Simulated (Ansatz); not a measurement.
The end of the path is a generated cell of Ta2N: the first start was made by placing the elements on the sites of a structure type, and the end was not matched to a known phase here, so it may be hypothetical.

A geometry of Ta$_{2}$N away from equilibrium: step 2 of the relaxation of a generated cell, Ta2N built in the Co2Si structure type. All values below come from r2SCAN (plane waves to 500 eV, PAW, scalar-relativistic; Ansatz, a program for electronic structure). Γ-centred k-mesh 5×7×4 on the run's cell, Fermi–Dirac smearing 0.05 eV. The plane waves were selected for a different cell earlier on the path.

```
CELL_PARAMETERS angstrom
      5.25894     0.00000     0.00000
      0.00000     3.91993     0.00000
      0.00000     0.00000     7.64423
ATOMIC_POSITIONS crystal
  Ta 0.53149 0.25000 0.79023
  Ta 0.03149 0.25000 0.70977
  Ta 0.46851 0.75000 0.20977
  Ta 0.96851 0.75000 0.29023
  Ta 0.16419 0.25000 0.05787
  Ta 0.66419 0.25000 0.44213
  Ta 0.83581 0.75000 0.94213
  Ta 0.33581 0.75000 0.55787
  N  0.69404 0.25000 0.11730
  N  0.19404 0.25000 0.38270
  N  0.30596 0.75000 0.88270
  N  0.80596 0.75000 0.61730
```

Task: What forces act on the atoms (eV/Å)?

Result: 
```tsv
atom	Fx	Fy	Fz
Ta1	-0.65	0.00	1.24
Ta2	-0.65	0.00	-1.24
Ta3	0.65	0.00	-1.24
Ta4	0.65	0.00	1.24
Ta5	-0.07	0.00	-0.24
Ta6	-0.07	0.00	0.24
Ta7	0.07	0.00	0.24
Ta8	0.07	0.00	-0.24
N9	-0.48	0.00	0.54
N10	-0.48	0.00	-0.54
N11	0.48	0.00	-0.54
N12	0.48	0.00	0.54
```

The path ends in Pnma (No. 62). No spin polarisation in the result.

The run could not lose the symmetry of its start, so the end can be a saddle point.
